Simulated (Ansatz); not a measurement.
Mg$_{4}$Te$_{3}$Se:
```
Mg4Te3Se
1.0
    4.48989     0.00000     0.00000
    0.00000     4.48989     0.00000
    0.00000     0.00000    12.60189
Mg Te Se
4 3 1
Cartesian
  2.24495   0.00000   7.65740
  0.00000   2.24495   4.94449
  2.24495   0.00000   1.65411
  0.00000   2.24495  10.94778
  2.24495   2.24495   3.30255
  2.24495   2.24495   9.29934
  0.00000   0.00000   0.00000
  0.00000   0.00000   6.30094
```

Relaxed with r²SCAN.

**Question.** Give the Bader charges and basin volumes of the independent atoms, the program Ansatz at the r²SCAN level (PAW).

**Answer.** 

```tsv
atom	Bader charge (e)	Bader volume (Å³)
Mg1	+1.63	7.4
Mg3	+1.61	7.6
Te5	-1.60	58.4
Te7	-1.61	59.0
Se8	-1.66	48.4
```

Space group P-4m2. The first step of the workflow began from a Materials Project structure, measured or hypothetical; the Crystallography Open Database copy checked does not list it. Whether it is the stable phase at ambient conditions was not checked. The cell was relaxed with r²SCAN under the symmetry of its start; its stability against distortions is not shown here. Scalar-relativistic: spin–orbit coupling is off unless named, which matters more the heavier the elements.

Potentials: the later of the program's two PAW sets.
